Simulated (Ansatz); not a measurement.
Ti: energy along a strain

Ti, Fm-3m, a = 4.060 Å (as given, not relaxed at this level: 4.4 GPa). This isn't the element's structure at ambient conditions. Ansatz: r2SCAN, PAW, 500 eV, Γ-centred 20×20×20 mesh on 1 atom, Gaussian smearing 0.15 eV; no spin polarisation. Cell vectors (Å): 0.000 2.030 2.030; 2.030 0.000 2.030; 2.030 2.030 0.000. The cell is strained by x per cent times the pattern (0 0 1 0 0 0) in the order xx yy zz yz xz xy (engineering shears), with fractional coordinates held. y is the free energy over the start, V0 = 16.731 Å³/atom.

| x (%) | y (meV/atom) |
| --- | --- |
| -4.00 | ? |
| -3.00 | 21.02 |
| -2.00 | 12.39 |
| -1.00 | 5.39 |
| 0.00 | 0.00 |
| 1.00 | -3.84 |
| 2.00 | -6.19 |
| 3.00 | -7.11 |
| 3.50 | -7.04 |
| 4.00 | -6.62 |

Question: Fit y = c1 x + c2 x² + c3 x³ to the other rows, get the stiffness along the pattern, and predict the missing energy.

Answer: Least squares on the rows shown. y = −4.6102 x + 0.77318 x² − 0.0086562 x³. The clamped-ion stiffness p·C·p = 2 × 7.732 eV × 160.2 / 16.731 Å³ = 148 GPa, which is C33 in these axes (C11 of the cubic crystal) (second derivative at the start, which stands under stress). At x = -4.00 the fit asked for gives 31.37 meV/atom. The run gave 31.31 meV/atom, so the fit is 0.06 meV/atom too high, a small miss on the scale of the series.

Cost: 10 runs of about 1.8 core-minutes in all, on Arm Neoverse V2 (shared hosts).